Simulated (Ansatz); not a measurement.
**Relaxing SrRe in the L11 type**

First guess:

```xyz
2
Lattice="1.8068 -1.0431 5.9021 0.0000 2.0863 5.9021 -1.8068 -1.0431 5.9021" Properties=species:S:1:pos:R:3 pbc="T T T"
Re    0.0000    0.0000    0.0000
Sr    0.0000    0.0000    8.8531
```

Theory: DFT, r2SCAN, PAW with Ansatz's default frozen-core files, scalar-relativistic in Ansatz 0.2.0.

Cell and atoms relax within the symmetry of the start on a 12×12×12 k mesh with 0.05 eV Fermi–Dirac smearing.

The start is built from a prototype, known or not as a phase of this compound; the cutoff is 500 eV.

Spin polarisation is left out, and whether a magnetic state lies lower isn't shown here.

No spin–orbit coupling, which matters for the heavy atoms here.

Task: What is the pressure of the first guess?

Result: -15.27 GPa.

Task: What does it relax to?

Result: a = 2.943 Å, b = 2.943 Å, c = 16.555 Å, α = 90.00°, β = 90.00°, γ = 120.00° (conventional cell), 20.70 Å³ per atom:
```cif
data_structure
_symmetry_space_group_name_H-M 'R-3m:H'
_symmetry_Int_Tables_number 166
_cell_length_a 2.9433
_cell_length_b 2.9433
_cell_length_c 16.5548
_cell_angle_alpha 90.000
_cell_angle_beta 90.000
_cell_angle_gamma 120.000
_cell_volume 124.20
loop_
_atom_site_label
_atom_site_type_symbol
_atom_site_symmetry_multiplicity
_atom_site_Wyckoff_symbol
_atom_site_fract_x
_atom_site_fract_y
_atom_site_fract_z
_atom_site_occupancy
Re1 Re 3 a 0.00000 0.00000 0.00000 1
Sr1 Sr 3 b 0.66667 0.33333 0.83333 1
```

Task: How much energy does the relaxation release?

Result: 936 meV/atom.
